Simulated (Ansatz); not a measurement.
# PtSe2 as a free-standing sheet: computed properties

PtSe₂:
```xyz
3
Lattice="3.6728 0.0000 0.0000 -1.8364 3.1807 0.0000 0.0000 0.0000 31.0000" Properties=species:S:1:pos:R:3 pbc="T T F"
Se     1.8364     1.0602    16.7912
Pt     0.0000     0.0000    15.5000
Se     0.0000     2.1205    14.2088
```
The layer is periodic in x and y and isolated along z.

Method: the program Ansatz at the LDA level (PAW). Lattice and atoms are relaxed at this level; other levels are named.

### Structure

```json
{
  "In-plane lattice": "a = 3.673 Å",
  "distance_between_the_outermost_nuclei": "2.58 Å"
}
```

### Electronic structure

```json
{
  "band_gap": "1.36 eV (indirect)",
  "valence_band_maximum": "on the K–Γ line, 88 % of the way from K",
  "conduction_band_minimum": "on the Γ–M line, 46 % of the way from Γ",
  "Ionisation potential (Kohn–Sham)": "5.90 eV",
  "Electron affinity (Kohn–Sham)": "4.54 eV",
  "Electron effective mass, in the valley on the Γ–M line, 46 % of the way from Γ": "0.42 along x, 0.19 along y (mₑ)"
}
```

Space group P-3m1 (1T). A layer that has been made, often on a substrate. The LDA relaxation kept the symmetry of its start; whether a distortion lowers the energy is not shown. The run is not spin-polarised. Spin–orbit coupling is left out wherever it is not named.

Potentials: the later of the program's two PAW sets.
